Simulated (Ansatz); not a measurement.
## CsGdS2 (R-3m): U = 1.5 eV on Gd f

These are results of DFT, LDA+U, PAW with Ansatz's default frozen-core files, scalar-relativistic in Ansatz 0.2.0, not measurements.

Command: `ansatz run input.yaml --threads 2 --pin off --max-ram 6144MiB --backend cpu --events-out ev --progress --plain --runs-dir out`

```yaml
crystal:
  lattice:
    - [2.05862, 1.1885448112, 8.0136]
    - [-2.05862, 1.1885448112, 8.0136]
    - [0.0, -2.3770896223, 8.0136]
  atoms:
    - { symbol: Cs, position: [0.0, 0.0, 0.0] }
    - { symbol: Gd, position: [0.5, 0.5, 0.5], spin: 7.0 }
    - { symbol: S, position: [0.2336, 0.2336, 0.2336] }
    - { symbol: S, position: [0.7664, 0.7664, 0.7664] }
magnetization:
  spin_polarized: true
kpoints:
  mp_grid: { grid: [10, 10, 10] }
scf:
  occupations: { method: fermi_dirac, width: 0.05 }
hamiltonian:
  xc: lda
  pseudopotentials: { kind: paw }
  hubbard: { sites: [{ species: Gd, l: f, u_eff: 1.5 }] }
output:
  forces: true
  stress: true
  eigenvalues: true
  hubbard: { sites: [{ species: Gd, l: f }] }
  populations: true
```

Output:

```
basis.fft_grid_basis auto: the FFT boxes are laid along the combinations [[1, 0, -1], [0, 1, -1], [0, 0, 1]] of the cell's own vectors, 4.117, 4.117 and 8.359 Å long. The dense box has 30×30×60 points. Along the cell's own vectors, as sized, it would have 60×60×60, 4.00 times as many. Of the 12 symmetry operations that the crystal satisfies within crystal.symmetry.tolerance (time reversal apart; o …
Cs: projections on atomic orbitals take those of the free atom [Kr 4d10] 5s2 5p6 6s1, of charge +0.00 (hamiltonian.pseudopotentials.projection_atoms); the dataset's partial waves leave at most 8.5e-6 of an orbital's norm unspanned inside its sphere
Gd: projections on atomic orbitals take those of the free atom [Kr 4d10] 4f7 5s2 5p6 5d1 6s2, of charge +0.00 (hamiltonian.pseudopotentials.projection_atoms); the dataset's partial waves leave at most 2.5e-4 of an orbital's norm unspanned inside its sphere
S: projections on atomic orbitals take those of the free atom [Ne] 3s2 3p4, of charge +0.00 (hamiltonian.pseudopotentials.projection_atoms); the dataset's partial waves leave at most 1.6e-7 of an orbital's norm unspanned inside its sphere
Engine: ansatz 0.2.0
Pseudopotentials: kind: paw
Pseudopotential: Cs, paw, valence charge 9, recommended cutoff 420 eV (normal), Cs.paw.azcp
Pseudopotential: Gd, paw, valence charge 18, recommended cutoff 420 eV (normal), Gd.paw.azcp
Pseudopotential: S, paw, valence charge 6, recommended cutoff 420 eV (normal), S.paw.azcp
Functional definition: SPW92
  exchange = slater_x
  correlation = pw_c
Crystal: 4 atoms, lattice volume = 117.644 Å³
Basis set: ecut = 420 eV, 2253 PW (Γ), FFT grids on a1−a3, a2−a3, a3
Bands: 28, of which v1, the nominal top of the filled ones, is band 20 counted from 1 (19 counted from 0)
Symmetry: 12 space group operations
Space group: R-3m (ITA 166), of the structure as read, at distance tolerance 4.9e-5 Å
Magnetic group: BNS 166.97 (UNI 1327), of the structure as read, at distance tolerance 4.9e-5 Å
k-points: 116 of 1000
Non-local potential: Cs, projectors of the file, l = 0: 3, l = 1: 2, l = 2: 2, l = 3: 2
Non-local potential: Gd, projectors of the file, l = 0: 3, l = 1: 2, l = 2: 2, l = 3: 3
Non-local potential: S, projectors of the file, l = 0: 2, l = 1: 2, l = 2: 2
PAW form: soft (Blöchl's): semilocal exchange-correlation on the pseudo side does not see the compensation charge
PAW frozen core: Cs, regenerated for the run's functional, and the local potential with it (the file was generated under x = pbe(κ = 0.804, μ = 0.2195149727645171), c = pbe(β = 0.06672455060314922))
PAW frozen core: Gd, regenerated for the run's functional, and the local potential with it (the file was generated under x = pbe(κ = 0.804, μ = 0.2195149727645171), c = pbe(β = 0.06672455060314922))
PAW frozen core: S, regenerated for the run's functional, and the local potential with it (the file was generated under x = pbe(κ = 0.804, μ = 0.2195149727645171), c = pbe(β = 0.06672455060314922))
PAW one-centre angular grid: Cs, 194 points (default); XC on 64 Gauss nodes
PAW one-centre angular grid: Gd, 590 points (default); XC on 64 Gauss nodes
PAW one-centre angular grid: S, 110 points (default); XC on 64 Gauss nodes
Initial density: superposition of atomic densities (chi_scale 0.1, normalization cell, long waves kept (reshape's long-wave potential 0.09 eV rms))
Starting moments: Σ|m| = 7 μB on 1 of 4 sites
Initial wavefunctions: pseudopotential atomic-orbital guess
Functional: x = slater, c = lda
[...]
  E_core_change = 1.855984  (= ΣΔE_core)
  E_smearing   = -0.000000  (= −TS)
  E_closure    = 0.000000  (closes the sum)
  Σ components = -16378.124279   (vs F -16378.124279, Δ=0.00e0)
--- Forces (eV/Å), atoms counted from 1 ---
  atom   1  Cs     0.00000000     0.00000000     0.00000000
  atom   2  Gd     0.00000000     0.00000000    -0.00000000
  atom   3  S     -0.00000000    -0.00000000    -1.16232999
  atom   4  S      0.00000000     0.00000000     1.16232999
  max |Σ_I F_I| component: 2.31e-18 eV/Å
--- Stress (GPa, compression-positive) ---
       -4.083171       0.000000       0.000000
        0.000000      -4.083171      -0.000000
        0.000000      -0.000000      -4.818527
  P = ⅓ Tr σ = -4.3283 GPa (-43.283 kbar)
--- Band table (eV; the first three rows and the last of 232) ---
  k-point 0 ↑: bands = ["-37.5983", "-15.0230", "-14.8971", "-14.8971", "-14.1525", "-4.5320", "-4.2245", "-0.5798", "-0.3930", "-0.3930", "2.0053", "2.0053", "2.0123", "2.0441", "2.0445", "2.0445", "2.0765", "3.7802", "5.0762", "5.0762", "6.4517", "6.5898", "6.5898", "9.3270", "9.6093", "9.6093", "9.8772", "11.2459"]
  k-point 1 ↑: bands = ["-37.5976", "-15.0188", "-14.9153", "-14.9009", "-14.1376", "-4.4888", "-4.2095", "-0.6066", "-0.5301", "-0.4252", "2.0064", "2.0087", "2.0147", "2.0397", "2.0434", "2.0440", "2.0713", "3.9233", "5.0502", "5.1136", "6.1344", "6.3766", "6.4688", "9.4125", "9.6400", "9.8013", "10.2524", "11.2329"]
  k-point 2 ↑: bands = ["-37.5958", "-15.0080", "-14.9621", "-14.9108", "-14.0982", "-4.3708", "-4.1799", "-0.8621", "-0.6516", "-0.5073", "2.0131", "2.0171", "2.0208", "2.0285", "2.0429", "2.0448", "2.0588", "4.2054", "4.9003", "5.1984", "5.4451", "6.1919", "6.2144", "9.1776", "10.1230", "10.2384", "10.6947", "11.4896"]
  k-point 115 ↓: bands = ["-34.6795", "-14.1548", "-12.8959", "-12.7196", "-12.7196", "-4.7220", "-3.8923", "-0.7059", "-0.3937", "-0.3937", "4.4279", "5.2821", "5.2821", "5.4374", "6.2073", "6.2073", "8.4538", "8.5408", "8.5408", "8.6137", "8.6561", "8.7569", "8.7569", "10.2228", "10.3218", "10.3378", "10.3378", "11.7679"]
Occupation matrices written to <dir>
--- Löwdin populations: 4 sites ---
  site symbol       q [e]    m [muB]
     0     Cs      8.2079    -0.0010
     1     Gd     17.3421     7.0356
     2      S      6.6428    -0.0205
     3      S      6.6428    -0.0205
  spilling = 0.004213 (of n_electrons = 39.000000)
--- Occupation matrices: 1 shell (run DFT+U table (all-electron-ortho-atomic); ε = 1.12e-3) ---
  Gd1 f_4F: site group D3d (-3m)
  Gd1 f_4F up     Tr n = 6.9968  λ = 0.999 0.999 0.999 1.000 1.000 1.000 1.000  [7× z3 0.14 (T1u 0.43) Eu(0.57)]
  Gd1 f_4F dn     Tr n = 0.0891  λ = 0.000 0.006 0.006 0.008 0.022 0.022 0.025  [z3 0.58 (A2u 1.00) A2u(1.00) | 2× xz2 0.42 (T2u 1.00) Eu(1.00) | x(x2-3y2) 1.00 (T2u 1.00) A1u(1.00) | 2× z(x2-y2) 0.42 (T1u 1.00) Eu(1.00) | y(3x2-y2) 0.58 (T1u 1.00) A2u(1.00)]
  Tr n, λ and their labels are of the run-group-symmetrised matrices; stabiliser: 12 of 24 elements of G0×{1,Θ} (closed), max defect 3.2e-15 at τ = 2.4e-4
```

populations.tsv:

```
# site	symbol	l	j	q_up	q_dn
# orbitals = lowdin
# n_electrons = 39.000000
# spilling = 0.004213
# projection_atom_Cs: [Kr 4d10] 5s2 5p6 6s1
# projection_atom_Gd: [Kr 4d10] 4f7 5s2 5p6 5d1 6s2
# projection_atom_S: [Ne] 3s2 3p4
0	Cs	0_5S	-	0.964280	0.964088
0	Cs	0_6S	-	0.165323	0.166329
0	Cs	1_5P	-	2.973825	2.974046
1	Gd	0_5S	-	0.989946	0.991686
1	Gd	0_6S	-	0.246637	0.233228
1	Gd	1_5P	-	2.996578	2.993975
1	Gd	2_5D	-	0.958327	0.835167
1	Gd	3_4F	-	6.997359	0.099185
2	S	0_3S	-	0.872127	0.872014
2	S	1_3P	-	2.439070	2.459638
3	S	0_3S	-	0.872127	0.872014
3	S	1_3P	-	2.439070	2.459638
```

Site moments (μB): Cs1 0.00, Gd2 6.94, S3 -0.02, S4 -0.02. Cell moment 7.00 μB.

The magnetic group in the log treats spin as a scalar label, without spin–orbit coupling.

The PAW files were made with PBE; the program remakes their cores once for the run's functional and then keeps them frozen. Spin–orbit coupling is left out although heavy atoms are present. With open f shells a run can end in a state that isn't the lowest. None of this fixes the real material's magnetic order: only patterns that fit the cell were computed, without spin fluctuations and on one mesh and smearing, with a functional that can overstate moments.

It took 30 s on 2 threads of Arm Neoverse V2 (shared host), peak memory 1.1 GiB.
